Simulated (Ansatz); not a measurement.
Li$_{5}$Sn$_{2}$ in space group R-3m (No. 166; Sn on 6c, Li on 3b, Li on 6c, Li on 6c) under volume change, DFT-r²SCAN in the program Ansatz with PAW potentials, shape and atoms relaxed at each volume.

```
V (Å³/atom)  E − E(relaxed) (meV/atom)  P (GPa)
-----------  -------------------------  -------
16.421                            16.7     3.55
16.962                             7.0     2.19
17.504                             1.7     1.01
18.045                             0.0     0.00
18.586                             1.5    -0.87
19.128                             5.8    -1.63
19.669                            12.4    -2.28
```

### Question
What does a third-order Birch–Murnaghan fit give for V₀, B₀ and B′?

### Answer
V₀ = 18.05 Å³/atom, B₀ = 31.3 GPa, B′ = 3.9.

The workflow started from an entry of the Crystallography Open Database (COD). Whether it is the stable phase at ambient conditions was not checked. The cell was relaxed with r²SCAN under the symmetry of its start; whether a distortion lowers the energy is not shown. Spin–orbit coupling is left out wherever it is not named.

Potentials: the later of the program's two PAW sets.
